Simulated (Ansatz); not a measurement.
Cell and atoms are relaxed with the symmetry kept. Start:

```yaml
crystal:
  lattice:
    - [-2.02000, 2.02000, 5.00000]
    - [2.02000, -2.02000, 5.00000]
    - [2.02000, 2.02000, -5.00000]
  atoms:
    - { symbol: Ca, position: [0.00000, 0.00000, 0.00000] }
    - { symbol: Si, position: [0.38400, 0.38400, 0.00000] }
    - { symbol: Si, position: [0.61600, 0.61600, 0.00000] }
    - { symbol: Cu, position: [0.75000, 0.25000, 0.50000] }
    - { symbol: Cu, position: [0.25000, 0.75000, 0.50000] }
```

These are results of DFT r2SCAN, scalar-relativistic, plane waves, PAW (Ansatz 0.2.0), not measurements.

Cutoff 500 eV; k points 12×12×12 on the computed 5-atom cell (Γ-centred); Gaussian smearing, width 0.10 eV; no spin polarisation.

Task: What does it relax to?

Result: The volume drops by 0.28 Å³/atom to 16.04 Å³/atom, and the energy falls by 6.6 meV/atom. Final structure:
```cif
data_structure
_symmetry_space_group_name_H-M 'P 1'
_symmetry_Int_Tables_number 1
_cell_length_a 5.6961
_cell_length_b 5.6961
_cell_length_c 5.6961
_cell_angle_alpha 138.532
_cell_angle_beta 138.532
_cell_angle_gamma 60.090
_cell_volume 80.21
loop_
_atom_site_label
_atom_site_type_symbol
_atom_site_fract_x
_atom_site_fract_y
_atom_site_fract_z
_atom_site_occupancy
Ca1 Ca 0.00000 0.00000 0.00000 1
Si1 Si 0.37981 0.37981 0.00000 1
Si2 Si 0.62019 0.62019 0.00000 1
Cu1 Cu 0.75000 0.25000 0.50000 1
Cu2 Cu 0.25000 0.75000 0.50000 1
```

Course of the relaxation (steps run on the plane waves of an earlier cell, and the basis is chosen afresh near the end, so energy and pressure can step there; trial steps that raised the energy were taken back; energies are free energies):

| step | E − E_final (meV/atom) | largest force component (eV/Å) | P (GPa) | V (Å³/atom) |
| --- | --- | --- | --- | --- |
| 1 | 6.6 | 0.620 | -1.76 | 16.32 |
| 2 | 1.8 | 0.358 | -0.79 | 16.16 |
| 3 | -0.1 | 0.001 | 0.04 | 16.04 |
| 4 | 0.0 | 0.001 | 0.04 | 16.04 |

Cost: 1 run of about 7.8 core-minutes, on Intel Xeon Processor @ 2.50GHz (Skylake/Cascade Lake) (shared hosts).